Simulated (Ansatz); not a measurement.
BaHfO3 (cubic perovskite)

```xyz
5
Lattice="4.1212 0.0000 0.0000 0.0000 4.1212 0.0000 0.0000 0.0000 4.1212" Properties=species:S:1:pos:R:3 pbc="T T T"
Ba     0.0000     0.0000     0.0000
Hf     2.0606     2.0606     2.0606
O      0.0000     2.0606     2.0606
O      2.0606     2.0606     0.0000
O      2.0606     0.0000     2.0606
```

The slice is a {100} plane (indices of the conventional cell) through the point (0.500, 0.500, 0.500) (fractional), spanned by u = [100] and v = [010] in vectors of this cell: u (4.12 Å) and v (4.12 Å, at 90° to u). It covers one period; positions are fractions (u, v).

Computed with LDA (plane waves to 420 eV, PAW, scalar-relativistic; Ansatz, a program for electronic structure). k mesh 8×8×8. Near the nuclei the fields are pseudised (PAW); where an atom keeps semicore shells as valence, they peak there. BaHfO3 is run without spin polarisation. BaHfO3 was relaxed with its symmetry unable to fall. Spin-orbit coupling is left out, though Hf is heavy.

Question: What is the valence density on the shortest Hf–O line in this plane (2.06 Å), at its minimum between the atoms?

Answer: 0.77 e/Å³.

Question: What is the ELF at the density minimum of the shortest Hf–O line in this plane (2.06 Å)?

Answer: 0.2.

Question: Sketch the electron localisation function (ELF) on this plane as a map.

Answer: 
```tsv
v \ u	0.00	0.14	0.29	0.43	0.57	0.71	0.86
0.86	0.82	0.50	0.27	0.82	0.82	0.27	0.50
0.71	0.37	0.27	0.08	0.29	0.29	0.08	0.27
0.57	x	0.82	0.29	0.02	0.02	0.29	0.82
0.43	x	0.82	0.29	0.02	0.02	0.29	0.82
0.29	0.37	0.27	0.08	0.29	0.29	0.08	0.27
0.14	0.82	0.50	0.27	0.82	0.82	0.27	0.50
0.00	x	0.82	0.37	x	x	0.37	0.82
```

Values: electron localisation function (ELF). Points within 0.4 Å of a nucleus are blanked (x), as the pseudised field means little there.
